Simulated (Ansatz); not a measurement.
Values for one crystal, relaxed and computed with r²SCAN (plane waves, PAW; program Ansatz); other levels are named.

- Volume per atom = 34.97 Å³
- Band gap = 0.53 eV (direct)
- Formation energy from the elements (no fitted shifts) = -0.44 eV/atom
- Conduction-band minimum = at Γ
- Valence-band maximum = at Γ

Question: Which of these materials gives this?
A. GeTePt, P2_13 (Ge on 4a, Te on 4a, Pt on 4a)
B. K2LiCuF6, Fm-3m (K on 8c, Li on 4b, Cu on 4a, F on 24e)
C. CdTe, zinc blende
D. In5CuTe8, C2 (Pearson symbol mS28)

Answer: D, In5CuTe8, C2 (Pearson symbol mS28)

The workflow started from a Materials Project entry (that database holds measured and hypothetical structures alike); the Crystallography Open Database copy checked does not list it. Its standing as an ambient phase is unchecked. The r²SCAN relaxation kept the symmetry of its start; whether a distortion lowers the energy is not shown. The run is not spin-polarised. The references are the lowest solids computed at this level, not always the standard phases. Spin–orbit coupling is left out wherever it is not named.

Potentials: the later of the program's two PAW sets.
